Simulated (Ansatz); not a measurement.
**ZrV₃Pd₂, a known structure type with other elements, at an estimated volume**

```
Pd Zr V
1.0
     2.54492    4.40793    0.00000
    -2.54492    4.40793    0.00000
     0.00000    0.00000    3.94891
Pd Zr V
2 1 3
Direct
  0.33330 0.33340 0.00000
  0.66660 0.66670 0.00000
  0.00000 0.00000 0.00000
  0.50000 0.50000 0.50000
  0.50000 0.00000 0.50000
  0.00000 0.50000 0.50000
```

Single point in Ansatz 0.2.0 with r2SCAN, no spin polarisation. Cutoff 500 eV, PAW datasets, 8×8×9 Γ-centred k mesh, fermi-dirac filling (width 0.0603 eV).

Charges: Bader charges in e: Zr +1.49, V +0.50, Pd -1.50. In the mean Zr gives up most and Pd takes most.
Formation energy: 0.14 eV an atom against the elements' usual phases (free molecules for gases, crystals otherwise, with no correction for O₂ or N₂), so at this geometry it isn't bound against them. Relaxing would lower it.
Forces: The forces vanish by the symmetry of the sites.
Electronic structure: It is a metal, with about 9.2 states/eV a cell as the mean within 0.25 eV of the Fermi level, mostly V d (65 %) and Zr d (18 %).

Origin: a known structure type with other elements, at an estimated volume, so it need not be a known compound. Caveats: no spin polarisation, so a magnetic state may lie lower; atoms or cell far from equilibrium.
